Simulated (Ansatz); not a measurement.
**SnSe2: reading a single point**

```
CELL_PARAMETERS angstrom
3.85724 0.00000 0.00000
-1.92862 3.34047 0.00000
0.00000 0.00000 6.20886
ATOMIC_POSITIONS crystal
Sn 0.00000 0.00000 0.00000
Se 0.33330 0.66670 0.24900
Se 0.66670 0.33330 0.75100
```

Method: PBE, no spin polarisation; PAW, plane waves to 420 eV, 8×8×4 Γ-centred mesh, gaussian occupations (width 0.0267 eV) (Ansatz 0.2.0), atoms fixed.

Q: What is the character of the valence top and the conduction bottom?

A: Within 0.7 eV of the edges, the states project mainly on Se p (97 %) below the gap and on Se p (59 %) and Sn s (32 %) above it.

Q: Metal or insulator? Give the gap.

A: The gap is 0.69 eV, indirect (the least direct gap found is 0.95 eV).

Q: Describe some of the short contacts.

A: Sn–Se at 2.71 Å: least valence density 0.38 e/Å³ and ELF 0.51 there. Both are smooth PAW fields, read partly inside the augmentation spheres.

Q: Which element gives electrons and which takes them?

A: Bader charges in e: Sn +1.26, Se -0.63. In the mean Sn gives up most and Se takes most.

Q: Is the cell too large or too small?

A: The pressure is 2.8 GPa (compression positive), so with the atoms held at these fractions the cell would first expand. The principal stresses 2.3, 2.3, 3.9 GPa differ, so its shape would change too.

Q: Is it stable against the elements?

A: -0.33 eV an atom against the elements' usual phases (free molecules for gases, crystals otherwise, with no correction for O₂ or N₂), so it is bound against them; other compounds may still compete. Relaxing would lower it.

Q: Where is the largest force?

A: The largest is on Se2 (and as large on other atoms): 0.45 eV/Å, components (0.00, 0.00, 0.45). It makes 125° with the line to a nearest neighbour, Sn1 at 2.71 Å.

Origin: a database entry at a rescaled volume. Caveats: no spin-orbit coupling, which can shift this gap by tenths of an eV.
